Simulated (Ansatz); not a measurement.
LaGaO3: frozen-core PAW against all-electron methods

```
CELL_PARAMETERS angstrom
3.91346 0.00000 0.00000
0.00000 3.91346 0.00000
0.00000 0.00000 3.91346
ATOMIC_POSITIONS crystal
La 0.50000 0.50000 0.50000
Ga 0.00000 0.00000 0.00000
O 0.00000 0.50000 0.00000
O 0.00000 0.00000 0.50000
O 0.50000 0.00000 0.00000
```

Atoms are numbered in the order listed.

Structure from Materials Project entry mp-1097026 (possibly hypothetical), not relaxed further.

Spin–orbit coupling is left out, though it moves levels of the heavy atoms by tenths of an eV or more.

Methods: DFT, PBEsol, PAW with Ansatz's default frozen-core files, scalar-relativistic (Ansatz 0.2.0); DFT, PBEsol, all-electron PAW with datasets made for the crystal, scalar-relativistic (Ansatz 0.2.0); DFT, PBEsol, all-electron LAPW, scalar-relativistic (Ansatz 0.2.0).

For PAW: a Γ-centred 6×6×6 k mesh, Fermi–Dirac smearing of 0.01 eV, cutoff 420 eV, no spin polarisation; the PAW files were made with PBE, and the program remakes their frozen cores for this functional. The crystal-made all-electron datasets (AE datasets) take a cutoff of 600 eV at this cell. LAPW targets a basis error of 1 meV/atom. The Ansatz runs share mesh, smearing and spin set-up. Plane-wave (PAW) pressures include the program's estimate of the Pulay term.

Stress and pressure are positive in compression.

Spin–orbit coupling is left out, which moves gradients at and beside heavy atoms by some per cent and at worst by a factor of two.

Levels count from the top of the valence band.

```csv
quantity,PAW,AE datasets,LAPW
pressure (GPa),-6.73,-6.70,-6.69
band gap (eV),3.280,3.275,3.274
highest filled level at R (eV),0.000,0.000,0.000
lowest empty level at R (eV),3.974,3.999,3.999
highest filled level at M (eV),-0.026,-0.027,-0.027
lowest empty level at M (eV),3.851,3.875,3.875
highest filled level at X (eV),-1.077,-1.078,-1.078
lowest empty level at X (eV),3.836,3.859,3.859
field gradient Vzz at O3 (10²¹ V/m²),4.29,4.19,–
```

PAW's pressure differs from the LAPW value by -0.04 GPa. Datasets made for the crystal and LAPW share parts of one code, so their agreement isn't an independent check.
